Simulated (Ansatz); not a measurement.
ZnS (wurtzite), relaxed with LDA (Ansatz, a first-principles code, plane waves, PAW): a = b = 3.738 Å, c = 6.143 Å, α = β = 90.00°, γ = 120.00°.

| Property | Result |
|---|---|
| gap (eV) | 2.19 |
| B₀ by P(V) fit (GPa) | 85.9 |

Question: The same phase is relaxed and computed with HSE06 in the same code. What are the cell and these values now?

Answer: a = b = 3.8339 Å, c = 6.2777 Å, α = β = 90.00°, γ = 120.00°.

* **gap (eV)**: 3.35
* **B₀ by P(V) fit (GPa)**: 74.7

All cells were relaxed under the symmetry of their starts (and spin orders); stability against distortions was not tested throughout.

Potentials: the earlier of the program's two PAW sets. The files were generated under PBE; for other functionals the program regenerates the frozen cores, and for LDA and PBEsol the local potential too.

Ansatz is a plane-wave DFT program.
